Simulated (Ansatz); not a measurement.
BeS (rock salt, Fm-3m) under volume change, DFT-r²SCAN in the program Ansatz with PAW potentials, scaled uniformly.

```csv
V (Å³/atom),E − E(relaxed) (meV/atom),P (GPa)
11.318,40.4,12.48
11.691,17.1,7.70
12.064,4.1,3.57
12.437,0.0,0.00
12.810,3.7,-3.10
13.183,14.1,-5.79
13.556,30.4,-8.11
```

Task: What does a third-order Birch–Murnaghan fit give for V₀, B₀ and B′?

Result: V₀ = 12.44 Å³/atom, B₀ = 111 GPa, B′ = 3.8.

The start of the workflow was typed in or built on a structure type; neither database checked (COD, Materials Project) lists it. COD files the formula under space group No. 216, so this cell is another polymorph or a model. Its standing as an ambient phase is unchecked. Symmetry was held in the r²SCAN relaxation; whether a distortion lowers the energy is not shown.

Potentials: the earlier of the program's two PAW sets.
